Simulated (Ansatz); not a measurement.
An Ansatz (a program for electronic structure) run. Input:

Ansatz 0.2 input:
```yaml
crystal:
  lattice:
    - [2.8401511829, 0.0, 0.0]
    - [-1.4200755915, 2.459643075, 0.0]
    - [0.0, 0.0, 12.7043379717]
  atoms:
    - { symbol: Al, position: [0.6666666667, 0.3333333333, 0.25] }
    - { symbol: Al, position: [0.3333333333, 0.6666666667, 0.75] }
    - { symbol: Cr, position: [0.3333333333, 0.6666666667, 0.4157495395] }
    - { symbol: Cr, position: [0.6666666667, 0.3333333333, 0.5842504605] }
    - { symbol: Cr, position: [0.6666666667, 0.3333333333, 0.9157495395] }
    - { symbol: Cr, position: [0.3333333333, 0.6666666667, 0.0842504605] }
    - { symbol: C, position: [0.0, 0.0, 0.5] }
    - { symbol: C, position: [0.0, 0.0, 0.0] }
kpoints:
  mp_grid: { grid: [16, 16, 4] }
hamiltonian:
  xc: pbe
  pseudopotentials: { kind: paw }
scf:
  occupations: { method: fermi_dirac, width: 0.1 }
phonons:
  method: dfpt
  response_accuracy: low
  eigenvectors: true
  rigid_motions: translations
```

Output (shortened):

```
Pseudopotential: Al, paw, valence charge 3
Pseudopotential: Cr, paw, valence charge 14
Pseudopotential: C, paw, valence charge 4
Functional definition: PBE
Crystal: 8 atoms, lattice volume = 88.749 Å³
Basis set: ecut = 420 eV, 1759 PW (Γ), exchange–correlation on 40×40×180 points (8 copies of the dense FFT grid, shifted against one another)
Bands: 43, of which v1, the nominal top of the filled ones, is band 35 counted from 1 (34 counted from 0)
Symmetry: 24 space group operations
k-points: 282 of 1024 (irreducible under 2 space group operations, time reversal used)
SCF iter   1: F=—  HF=-15089.453600 eV  |F-HF|=—  |Δ(HF+E_count)|=         —  Δρ=8.35e-3  dr2=5.39e-2  ethr=1.77e-3  ⟨swp⟩=5.9  Hψ=44799  notcnv=0
preconditioner: auto → Kerker (q_TF=auto, 2.622 Å⁻¹)
SCF iter   2: F=—  HF=-15089.448054 eV  |F-HF|=—  |Δ(HF+E_count)|=   5.55e-3  Δρ=4.00e-3  dr2=1.22e-2  ethr=7.70e-5  ⟨swp⟩=1.1  Hψ=14481  notcnv=0
SCF iter   3: F=—  HF=-15089.446897 eV  |F-HF|=—  |Δ(HF+E_count)|=   1.16e-3  Δρ=1.27e-3  dr2=2.57e-3  ethr=1.74e-5  ⟨swp⟩=1.8  Hψ=13734  notcnv=0
SCF iter   4: F=—  HF=-15089.446557 eV  |F-HF|=—  |Δ(HF+E_count)|=   3.40e-4  Δρ=3.85e-4  dr2=1.96e-4  ethr=3.67e-6  ⟨swp⟩=2.0  Hψ=15464  notcnv=0
SCF iter   5: F=—  HF=-15089.446506 eV  |F-HF|=—  |Δ(HF+E_count)|=   5.11e-5  Δρ=1.47e-4  dr2=2.42e-5  ethr=2.80e-7  ⟨swp⟩=2.0  Hψ=17071  notcnv=0
SCF iter   6: F=—  HF=-15089.446503 eV  |F-HF|=—  |Δ(HF+E_count)|=   3.15e-6  Δρ=5.31e-5  dr2=2.81e-6  ethr=3.45e-8  ⟨swp⟩=2.2  Hψ=16039  notcnv=0
SCF iter   7: F=—  HF=-15089.446502 eV  |F-HF|=—  |Δ(HF+E_count)|=   7.44e-7  Δρ=9.59e-6  dr2=6.68e-8  ethr=4.01e-9  ⟨swp⟩=2.0  Hψ=15840  notcnv=0
SCF iter   8: F=—  HF=-15089.446502 eV  |F-HF|=—  |Δ(HF+E_count)|=   8.22e-9  Δρ=3.99e-6  dr2=1.37e-8  ethr=9.54e-11  ⟨swp⟩=2.2  Hψ=19286  notcnv=0
SCF iter  11: F=-15089.446502 eV  HF=-15089.446502 eV  |F-HF|=1.82e-12  |Δ(HF+E_count)|=  3.64e-12  Δρ=2.41e-8  dr2=3.86e-13  ethr=1.00e-12  ⟨swp⟩=5.0  Hψ=44774  notcnv=0
SCF 1 converged in 11 iterations: F = -15089.446502 eV  dr2 = 3.86e-13
DFPT response loops at Γ: preconditioner auto → Kerker (q_TF=auto, 2.622 Å⁻¹) (partly filled bands, converged f_vac=0.000) …
SCF converged after 11 iterations
Free energy (F): -15089.446502 eV
Harris-Foulkes:  -15089.446502 eV  (|F-HF|=1.82e-12)
Internal energy: -15089.219104 eV  (E = F + TS)
E sigma→0 (E₀):  -15089.332803 eV
Entropy (-TS):   -0.227398 eV (-28.425 meV/atom)
Fermi energy:    14.806255 eV
--- Per-component energies (eV) ---
  E_band       = -739.334036
  E_kinetic    = 1605.437778
  E_local      = -8630.315812  (includes V_loc(G=0)·N_el)
  E_nonlocal   = 388.967846
  E_hartree    = 3885.558948
  E_xc         = -739.316414
  E_vxc        = -896.621349  (∫ρ·V_xc dr)
  E_paw        = -5912.931035  (= ΣΔE_a)
  E_vpaw       = -977.921814  (= ΣTr[D̂ρ^β])
  E_aug_tail   = 0.001430  (compensation charges beyond the density's cutoff)
  E_ewald      = -5686.621846
  E_smearing   = -0.227398  (= −TS)
  E_closure    = 0.000000  (closes the sum)
  Σ components = -15089.446502   (vs F -15089.446502, Δ=0.00e0)
  [band-id]    e_kinetic+e_local+e_nonlocal+2·e_hartree+e_vxc+e_vpaw+e_augmentation_tail = -739.334024   (vs E_band -739.334036, Δ=1.22e-5)
--- Band table (eV; the first three rows and the last of 282) ---
  k-point 0: bands = ["-57.0852", "-57.0851", "-57.0319", "-57.0319", "-28.5500", "-28.5486", "-28.3523", "-28.3523", "-28.3523", "-28.3523", "-28.3126", "-28.3126", "-28.3126", "-28.3126", "-28.2547", "-28.2532", "1.3735", "1.4640", "5.2451", "5.9653", …
  k-point 1: bands = ["-57.0851", "-57.0851", "-57.0319", "-57.0319", "-28.5498", "-28.5488", "-28.3523", "-28.3523", "-28.3523", "-28.3523", "-28.3126", "-28.3126", "-28.3126", "-28.3126", "-28.2545", "-28.2534", "1.3861", "1.4502", "5.3260", "5.8193", …
  k-point 2: bands = ["-57.0851", "-57.0851", "-57.0319", "-57.0319", "-28.5493", "-28.5493", "-28.3523", "-28.3523", "-28.3523", "-28.3523", "-28.3126", "-28.3126", "-28.3126", "-28.3126", "-28.2540", "-28.2540", "1.4175", "1.4175", "5.5447", "5.5447", …
  k-point 281: bands = ["-57.0315", "-57.0315", "-57.0137", "-57.0137", "-28.6026", "-28.6026", "-28.5683", "-28.5683", "-28.4943", "-28.4943", "-28.4231", "-28.4231", "-28.3495", "-28.3495", "-28.2796", "-28.2796", "3.3960", "3.3960", "8.5467", "8.5467", …
--- Phonons (Γ-DFPT): 6 representative perturbations + reference, on 282 of 1024 k-points (Σ response iterations 22) ---
  ASR residual: 1.215e-3 → 0.000e0 eV/Å²; symmetrization residual: 3.309e-5 eV/Å²
  ASR residual per site (eV/Å²): 1.68e-4 1.68e-4 1.21e-3 1.21e-3 1.21e-3 1.21e-3 1.89e-5 1.89e-5
  Γ frequencies (cm⁻¹): 0.00 0.00 0.00 96.73 96.73 158.16 158.16 163.74 185.23 185.23 258.50 258.50 262.37 264.46 264.46 339.88 353.36 376.85 668.08 668.08 668.83 669.16 669.59 669.59
  non-analytic LO–TO correction: not included (Born effective charges unavailable; polar crystals: no LO–TO splitting at Γ)
```

Cost: around 19 core-minutes (rough) on shared cores.

Space group P6_3/mmc. The cell was relaxed with PBE under the symmetry of its start. No spin polarisation was allowed. As this level gives no gap, phonon frequencies hold no LO–TO term and depend on the k-mesh and smearing (Fermi–Dirac, 0.1 eV here).

Potentials: the later of the program's two PAW sets.

Ansatz is a plane-wave DFT program.
